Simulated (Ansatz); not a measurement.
CuNi₃N (anti-perovskite, Pm-3m) under volume change, DFT-PBEsol in the program Ansatz with PAW potentials, scaled uniformly.

```
V (Å³/atom)  E − E(relaxed) (meV/atom)  P (GPa)
-----------  -------------------------  -------
9.102                                ?        ?
9.402                             29.1    16.47
9.702                              6.8     7.53
10.003                             0.0     0.00
10.303                               ?        ?
10.603                            23.1   -11.64
10.903                            49.2   -16.10
```

Q: Complete the blanks.

A: 
- 9.102, E − E(relaxed) (meV/atom): 69.6
- 9.102, P (GPa): 27.09
- 10.303, E − E(relaxed) (meV/atom): 6.1
- 10.303, P (GPa): -6.33

Q: What does a third-order Birch–Murnaghan fit give for V₀, B₀ and B′?

A: V₀ = 10.00 Å³/atom, B₀ = 229 GPa, B′ = 4.8.

The workflow started from a Materials Project entry (that database holds measured and hypothetical structures alike); the Crystallography Open Database copy checked does not list it. Whether it is the stable phase at ambient conditions was not checked. The PBEsol relaxation kept the symmetry of its start; whether a distortion lowers the energy is not shown. Magnetic state: ferromagnetic, the only order run, not a proven ground state. No Hubbard U is applied.

Potentials: the later of the program's two PAW sets.
